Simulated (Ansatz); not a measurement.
# SiNi$_{6}$Ge, first-principles data

SiNi6Ge:
Space group P4/mmm (No. 123); a = 3.501 Å, b = 3.501 Å, c = 7.001 Å, α = 90.00°, β = 90.00°, γ = 90.00°

```csv
atom,site,symmetry,x,y,z
Si,1b,4/mmm,0.0000,0.0000,0.5000
Ni,1c,4/mmm,0.5000,0.5000,0.0000
Ni,1d,4/mmm,0.5000,0.5000,0.5000
Ni,4i,2mm.,0.0000,0.5000,0.2567
Ge,1a,4/mmm,0.0000,0.0000,0.0000
```

Space group P4/mmm (No. 123); conventional cell a = b = 3.5007 Å, c = 7.0012 Å, α = β = γ = 90.00°.

Method: the program Ansatz at the r²SCAN level (PAW). Structure relaxed to zero pressure with the same functional. Other levels are named where they apply.

**Cell and energy**

```yaml
volume_per_atom: 10.72 Å³
density: 8.76 g/cm³
Formation energy from the elements (no fitted shifts): -0.34 eV/atom
```

**Electronic structure**

```yaml
electronic_character: metallic (no gap)
Density of states at the Fermi level: 0.55 states/eV per atom (mean over ±0.08 eV)
```

The workflow started from a Materials Project entry (that database holds measured and hypothetical structures alike); the Crystallography Open Database copy checked does not list it. With Si and Ge taken as one species the cell has the higher symmetry Pm-3m, so it may be an ordered model of a mixed-site phase. Its standing as an ambient phase is unchecked. Symmetry was held in the r²SCAN relaxation; whether a distortion lowers the energy is not shown. No spin polarisation was allowed. The references are the lowest solids computed at this level, not always the standard phases. Spin–orbit coupling is left out wherever it is not named.

Potentials: the earlier of the program's two PAW sets.
